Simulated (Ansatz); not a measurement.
A distorted cell of Ta (bcc, W type):

```yaml
crystal:
  lattice:
    - [-3.30510, 3.30510, 3.30510]
    - [1.65255, -1.65255, 1.65255]
    - [1.65255, 1.65255, -1.65255]
  atoms:
    - { symbol: Ta, position: [0.00000, 0.97005, 0.02995] }
    - { symbol: Ta, position: [0.50000, 0.02995, 0.97005] }
```

The numbers are results of r2SCAN (plane waves to 500 eV, PAW, scalar-relativistic; Ansatz, an electronic-structure program), not measurements. k mesh 10×20×20 (Γ-centred), Fermi-Dirac smearing 0.05 eV. Stress and pressure are positive under compression. With partly filled bands, energies and forces of such displacements shift with the k mesh and the smearing. Spin-orbit coupling is left out, though Ta is heavy. Ta is run without spin polarisation. Ta was relaxed with its symmetry unable to fall. The PAW data are Ansatz's earlier set.

Problem. Predict the force on every atom, in eV/Å.

Solution. 
```
atom     Fx      Fy      Fz
----  -----  ------  ------
Ta1   0.000  -0.513   0.513
Ta2   0.000   0.513  -0.513
```

Problem. Give the stress tensor in GPa and the pressure.

Solution. 
```
    1.1      0.0      0.0
    0.0      1.1      0.1
    0.0      0.1      1.1
```
The pressure, a third of the trace, is 1.1 GPa.

(A displaced cell: forces are minus the slopes of the energy, force constants its curvatures, and phonons follow from these.)
